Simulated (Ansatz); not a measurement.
Phonons of YbTl3 (AuCu3-type structure)

The computed numbers are results of PBEsol, scalar-relativistic (no spin polarisation) in the plane-wave PAW code Ansatz at 420 eV, Gaussian smearing of 0.15 eV. The datasets are Ansatz's generated set soft_2.

```xyz
4
Lattice="4.7052 0.0000 0.0000 0.0000 4.7052 0.0000 0.0000 0.0000 4.7052" Properties=species:S:1:pos:R:3 pbc="T T T"
Yb    0.0000    0.0000    0.0000
Tl    0.0000    2.3526    2.3526
Tl    2.3526    2.3526    0.0000
Tl    2.3526    0.0000    2.3526
```

The compound is reported in the structure type of the start.

Force constants come from finite displacements in a 2×2×2 supercell (the unit cell's 8×8×8 k-mesh, folded to it); the long-range dipole term is not included. Points in reciprocal vectors of this cell: Γ = (0.000, 0.000, 0.000), X = (0.000, 0.500, 0.000), M = (0.500, 0.500, 0.000), R = (0.500, 0.500, 0.500).

Is the structure dynamically stable along this path, and where does the spectrum end?

Yes: no branch is imaginary beyond numerical noise. The highest frequency is 100 cm⁻¹, at R. Points that don't fit the supercell are interpolated.

Frequencies at the named points (cm⁻¹, imaginary ones negative):
| point | ω (cm⁻¹) |
| --- | --- |
| Γ | 0 0 0 53 53 53 61 61 61 97 97 97 |
| X | 39 39 45 45 60 66 68 73 76 76 84 84 |
| M | 34 35 45 45 62 62 64 72 78 82 86 86 |
| R | 27 27 34 34 34 37 37 37 91 100 100 100 |

What does the harmonic approximation give for the vibrational free energy, entropy and heat capacity?

Zero-point energy 11.4 meV/atom.
```json
{"T (K)": "100", "F_vib (meV/atom)": "-4.1", "S (J/K per mole of atoms)": "30.7", "C_V (J/K per mole of atoms)": "23.3"}
{"T (K)": "200", "F_vib (meV/atom)": "-45.5", "S (J/K per mole of atoms)": "47.3", "C_V (J/K per mole of atoms)": "24.5"}
{"T (K)": "300", "F_vib (meV/atom)": "-100.1", "S (J/K per mole of atoms)": "57.3", "C_V (J/K per mole of atoms)": "24.7"}
{"T (K)": "400", "F_vib (meV/atom)": "-163.4", "S (J/K per mole of atoms)": "64.5", "C_V (J/K per mole of atoms)": "24.8"}
{"T (K)": "500", "F_vib (meV/atom)": "-233.2", "S (J/K per mole of atoms)": "70.0", "C_V (J/K per mole of atoms)": "24.9"}
{"T (K)": "600", "F_vib (meV/atom)": "-308.1", "S (J/K per mole of atoms)": "74.5", "C_V (J/K per mole of atoms)": "24.9"}
{"T (K)": "700", "F_vib (meV/atom)": "-387.4", "S (J/K per mole of atoms)": "78.4", "C_V (J/K per mole of atoms)": "24.9"}
{"T (K)": "800", "F_vib (meV/atom)": "-470.4", "S (J/K per mole of atoms)": "81.7", "C_V (J/K per mole of atoms)": "24.9"}
{"T (K)": "900", "F_vib (meV/atom)": "-556.7", "S (J/K per mole of atoms)": "84.6", "C_V (J/K per mole of atoms)": "24.9"}
{"T (K)": "1000", "F_vib (meV/atom)": "-645.8", "S (J/K per mole of atoms)": "87.3", "C_V (J/K per mole of atoms)": "24.9"}
```

The highest mode, 100 cm⁻¹, is worth 140 K. At 300 K the heat capacity has reached 99 % of the classical limit 3R = 24.9 J/K per mole of atoms, since all modes lie under k_BT.

The crystal is a metal or nearly so; low and unstable modes depend on mesh and smearing.

Cost: 4.8 min on 4 threads of Intel(R) Xeon(R) Platinum 8259CL CPU @ 2.50GHz (Skylake/Cascade Lake) (shared host), peak memory 6.8 GiB.

Without a U the 4f levels of Yb lie too near the Fermi level, so their share of the states there, and what hangs on it, is overstated. For elements this heavy, spin–orbit coupling would shift levels and gaps; it isn't included here. Spin polarisation wasn't allowed in this run, so with an open shell this may not be the ground state.
